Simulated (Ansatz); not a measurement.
Si5Te8 in space group P-3m1 (No. 164; Pearson symbol hP13) at seven volumes, r²SCAN (plane waves, PAW; program Ansatz), shape and atoms relaxed at each. One row is withheld.

```
V (Å³/atom)  P (GPa)
-----------  -------
24.967          4.34
25.790             ?
26.613          1.17
27.436          0.00
28.259         -0.95
29.083         -1.72
29.906         -2.35
```

**Question.** Fit the shown pressures and predict the withheld one.

**Answer.** Third-order Birch–Murnaghan: P = (3/2)B₀(x^(7/2) − x^(5/2))[1 + (3/4)(B′ − 4)(x − 1)] with x = (V₀/V)^(2/3). Least squares on the six rows gives V₀ = 27.438 Å³/atom, B₀ = 35.02 GPa, B′ = 5.79. At V = 25.790, x = 1.0422 and P = 2.59 GPa. The run itself gave 2.63 GPa.

The start of the workflow was typed in or built on a structure type; neither database checked (COD, Materials Project) lists it. Its standing as an ambient phase is unchecked. The cell was relaxed with r²SCAN under the symmetry of its start; whether a distortion lowers the energy is not shown. Scalar-relativistic: spin–orbit coupling is off unless named, which matters more the heavier the elements.

Potentials: the earlier of the program's two PAW sets.
